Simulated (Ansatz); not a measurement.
LaGe2Ru2 in space group I4/mmm (No. 139; La on 2a, Ge on 4e, Ru on 4d), PBE (plane waves, PAW; program Ansatz), all energies at zero smearing, with the estimated change up to a 700 eV cutoff added, with one set of potentials and settings (totals compare only within such a set). Cell of 5 atoms (1 La, 2 Ge, 2 Ru): -26600.761 eV.

```
element                reference phase  E (eV/atom)
-------  -----------------------------  -----------
La       P6_3/mmc, 4 atoms in the cell   -6250.0953
Ge          Fd-3m, 2 atoms in the cell   -4294.9847
Ru       P6_3/mmc, 2 atoms in the cell   -5878.6876
```

Formation energy per atom, worked out: (-26600.761 − 1×(-6250.0953) − 2×(-4294.9847) − 2×(-5878.6876))/5 = -0.664 eV/atom (-64 kJ per mol of atoms), at 0 K, without zero-point energy or fitted corrections.

The first step of the workflow began from a Materials Project structure, measured or hypothetical; the Crystallography Open Database copy checked does not list it. Its standing as an ambient phase is unchecked. The PBE relaxation kept the symmetry of its start; its stability against distortions is not shown here. The run is not spin-polarised. The references are the lowest solids computed at this level, not always the standard phases. Spin–orbit coupling is left out wherever it is not named.

Potentials: the later of the program's two PAW sets.
